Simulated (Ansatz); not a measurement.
Ansatz input

```yaml
crystal:
  lattice:
    - [2.5635715871, 0.0, 0.0]
    - [0.0, 2.5635715871, 0.0]
    - [0.0, 0.0, 2.5635715871]
  atoms:
    - { symbol: Zn, position: [0.0, 0.0, 0.0] }
hamiltonian:
  xc: pbesol
  pseudopotentials:
    kind: paw
    azcp:
      Zn: "pseudopotentials/Zn.paw.azcp"
basis:
  ecutwfc: 420
  fft_grid_basis: typed
kpoints:
  mp_grid: { grid: [20, 20, 20], shift: [0, 0, 0] }
magnetization:
  spin_polarized: false
scf:
  occupations: { method: fermi_dirac, width: 0.1 }
output:
  write_density: true
  write_potential: true
  elf: true
  volumetric_format: npy
```

Terminal output

```
Warning: the record states the generating functional pbe (its physics header spells it `PBE`), which answers neither for hamiltonian.xc's functional nor for the pbesol family's — results may be inconsistent (PPs are generated against a specific XC)
Engine: ansatz 0.2.0, aarch64-unknown-linux-gnu
Pseudopotentials: kind: paw
Pseudopotential: Zn, paw, valence charge 12, recommended cutoff 420 eV (normal) 
Functional definition: PBEsol
  exchange = pbesol_x
  correlation = pbesol_c
Crystal: 1 atoms, lattice volume = 16.848 Å³
Basis set: ecut = 420 eV, 341 PW (Γ)
Bands: 10, of which v1, the nominal top of the filled ones, is band 6 counted from 1 (5 counted from 0)
Symmetry: 48 space group operations
Space group: Pm-3m (ITA 221), of the structure as read, at distance tolerance 2.6e-5 Å
k-points: 286 of 8000
Non-local potential: Zn, projectors of the file, l = 0: 2, l = 1: 2, l = 2: 3, l = 3: 1
PAW form: soft (Blöchl's): semilocal exchange-correlation on the pseudo side does not see the compensation charge
PAW frozen core: Zn, regenerated for the run's functional, and the local potential with it (the file was generated under x = pbe(κ = 0.804, μ = 0.2195149727645171), c = pbe(β = 0.06672455060314922))
PAW one-centre angular grid: Zn, 590 points (default); XC on 64 Gauss nodes
Initial density: superposition of atomic densities (neutral atoms: chi_scale 0, normalization atom), corrected by the library's trained network
Initial wavefunctions: pseudopotential atomic-orbital guess
Functional: x = pbesol(κ = 0.804, μ = 0.12345679012345678), c = pbesol(β = 0.046)
SCF iter   1: F=—  HF=-3280.621112 eV  |F-HF|=—  |Δ(HF+E_count)|=         —  Δρ=7.58e-4  dr2=4.76e-5  ethr=1.77e-3  ⟨swp⟩=5.1  Hψ=18398  notcnv=0
SCF iter   2: F=—  HF=-3280.620570 eV  |F-HF|=—  |Δ(HF+E_count)|=   5.42e-4  Δρ=1.44e-3  dr2=1.35e-4  ethr=3.96e-7  ⟨swp⟩=2.2  Hψ=7028  notcnv=0
SCF iter   3: F=—  HF=-3280.620546 eV  |F-HF|=—  |Δ(HF+E_count)|=   2.42e-5  Δρ=2.08e-4  dr2=7.16e-6  ethr=3.96e-7  ⟨swp⟩=2.0  Hψ=4563  notcnv=0
SCF iter   4: F=—  HF=-3280.620549 eV  |F-HF|=—  |Δ(HF+E_count)|=   3.25e-6  Δρ=5.58e-4  dr2=2.06e-5  ethr=5.97e-8  ⟨swp⟩=2.0  Hψ=4575  notcnv=0
SCF iter   5: F=—  HF=-3280.620551 eV  |F-HF|=—  |Δ(HF+E_count)|=   1.89e-6  Δρ=3.43e-4  dr2=8.83e-6  ethr=5.97e-8  ⟨swp⟩=2.0  Hψ=4295  notcnv=0
SCF iter   6: F=—  HF=-3280.620550 eV  |F-HF|=—  |Δ(HF+E_count)|=   8.34e-7  Δρ=1.49e-4  dr2=1.89e-6  ethr=5.97e-8  ⟨swp⟩=2.0  Hψ=4298  notcnv=0
SCF iter   7: F=—  HF=-3280.620550 eV  |F-HF|=—  |Δ(HF+E_count)|=   4.03e-7  Δρ=5.80e-5  dr2=3.09e-7  ethr=1.58e-8  ⟨swp⟩=2.0  Hψ=4280  notcnv=0
SCF iter   8: F=-3280.620550 eV  HF=-3280.620550 eV  |F-HF|=3.44e-8  |Δ(HF+E_count)|=   8.52e-8  Δρ=1.88e-5  dr2=3.33e-8  ethr=8.33e-10  ⟨swp⟩=1.3  Hψ=8699  notcnv=0
SCF 1 converged in 8 iterations: F = -3280.620550 eV  dr2 = 3.33e-8
SCF converged after 8 iterations
Free energy (F): -3280.620550 eV
Harris-Foulkes:  -3280.620550 eV  (|F-HF|=3.44e-8)
Internal energy: -3280.609368 eV  (E = F + TS)
E sigma→0 (E₀):  -3280.614959 eV
Entropy (-TS):   -0.011182 eV (-11.182 meV/atom)
Fermi energy:    9.205434 eV
--- Per-component energies (eV) ---
  E_band       = 30.151169
  E_kinetic    = 131.072150
  E_local      = -1636.745490  (includes V_loc(G=0)·N_el)
  E_nonlocal   = 611.383978
  E_hartree    = 683.586657
  E_xc         = -136.128926
  E_vxc        = -52.974249  (∫ρ·V_xc dr)
  E_paw        = -1787.098472  (= ΣΔE_a)
  E_vpaw       = -389.767812  (= ΣTr[D̂ρ^β])
  E_aug_tail   = -0.000334  (compensation charges beyond the density's cutoff)
  E_ewald      = -1147.476286
  E_core_change = 0.797355  (= ΣΔE_core)
  E_smearing   = -0.011182  (= −TS)
  E_closure    = 0.000000  (closes the sum)
  Σ components = -3280.620550   (vs F -3280.620550, Δ=0.00e0)
--- Band table (eV; the first three rows and the last of 286) ---
  k-point 0: bands = ["-0.2763", "1.1371", "1.1371", "2.4709", "2.4709", "2.4709", "21.9829", "21.9829", "21.9829", "24.8981"]
  k-point 1: bands = ["-0.2178", "1.1406", "1.1542", "2.4610", "2.4610", "2.4717", "20.9486", "22.0520", "22.0520", "24.9383"]
  k-point 2: bands = ["-0.0458", "1.1509", "1.2078", "2.4323", "2.4323", "2.4741", "19.1502", "22.2578", "22.2578", "25.0597"]
  k-point 285: bands = ["1.4336", "1.4336", "1.4336", "2.7965", "2.7965", "14.9862", "14.9862", "14.9862", "19.8829", "20.2074"]
```
